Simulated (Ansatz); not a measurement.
This cell of CdSe (wurtzite) is off equilibrium:

```
CdSe
1.0
    4.30194     0.00000     0.00000
   -2.15097     3.72559     0.00000
    0.00000     0.00000     7.02113
Cd Se
2 2
Cartesian
  2.23594   1.19280  -0.03121
  0.00000   2.48373   3.51382
  2.15097   1.24186   4.38635
  0.00000   2.48373   0.87579
```

These are PBEsol (plane waves to 420 eV, PAW, scalar-relativistic; Ansatz, a quantum-chemistry and plane-wave program) values and carry that method's errors. k mesh 7×7×4 (Γ-centred), Fermi-Dirac smearing 0.05 eV. E stands for the smeared free energy. Stress and pressure are positive under compression. CdSe was relaxed with its symmetry unable to fall.

Question: Predict the force on every atom, in eV/Å.

Answer: 
```
atom      Fx      Fy      Fz
----  ------  ------  ------
Cd1   -0.321   0.186   0.170
Cd2   -0.014   0.008  -0.046
Se3    0.005  -0.003  -0.120
Se4    0.330  -0.191  -0.004
```

Question: What is the stress tensor (GPa)?

Answer: 
```
  -0.34     0.51     0.38
   0.51     0.25    -0.22
   0.38    -0.22     0.38
```
The pressure, a third of the trace, is 0.10 GPa.

Question: In it atom 1 sits (0.085, -0.049, -0.034) Å away from its relaxed site. What is its energy relative to the relaxed cell?

Answer: 22.7 meV/cell.

(For displaced atoms, the force is minus the slope of the energy, and its curvature is a force constant, which sets phonon frequencies.)
